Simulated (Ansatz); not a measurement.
What DFT gives for HfH₂

```yaml
crystal:
  lattice:
    - [-1.72668, 1.72668, 2.16505]
    - [1.72668, -1.72668, 2.16505]
    - [1.72668, 1.72668, -2.16505]
  atoms:
    - { symbol: H, position: [0.75000, 0.25000, 0.50000] }
    - { symbol: H, position: [0.25000, 0.75000, 0.50000] }
    - { symbol: Hf, position: [0.00000, 0.00000, 0.00000] }
```

Level: r2SCAN, no spin polarisation; 500 eV; 13×13×13 Γ-centred mesh; fermi-dirac occupations (width 0.1 eV); Ansatz 0.2.0, fixed geometry.

Which element gives electrons and which takes them?

Bader charges in e: Hf +1.60, H -0.80. In the mean Hf gives up most and H takes most.

Is there a gap?

It is a metal, with about 0.48 states/eV a cell as the mean within 0.25 eV of the Fermi level, mostly Hf d (97 %).

What does the stress say?

The pressure is 0.4 GPa (compression positive), so with the atoms held at these fractions the cell is close to zero pressure.

What is the formation energy?

-0.53 eV an atom against the elements' usual phases (free molecules for gases, crystals otherwise, with no correction for O₂ or N₂), so it is bound against them; other compounds may still compete. Relaxing would lower it.

Origin: a database entry at a rescaled volume.
